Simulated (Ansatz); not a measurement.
Ge (diamond), relaxed with PBEsol (Ansatz, a first-principles code, plane waves, PAW): a = b = c = 5.6758 Å, α = β = γ = 90.00°.

* **B₀ by P(V) fit (GPa)**: 67.2
* **K_Hill (GPa)**: 67.3
* **G_Hill (GPa)**: 47.4
* **Θ_D (K)**: 348

Task: The same phase is relaxed and computed with PBE+D3(BJ) in the same code. What are the cell and these values now?

Result: a = 5.6999 Å, b = 5.6999 Å, c = 5.6999 Å, α = 90.00°, β = 90.00°, γ = 90.00°.

- B₀ by P(V) fit (GPa) = 62.4
- K_Hill (GPa) = 64.7
- G_Hill (GPa) = 46.8
- Θ_D (K) = 346

All cells were relaxed under the symmetry of their starts (and spin orders); stability against distortions was not tested throughout. Spin–orbit coupling is left out wherever it is not named.

Potentials: the later of the program's two PAW sets.

Ansatz is a plane-wave DFT program.
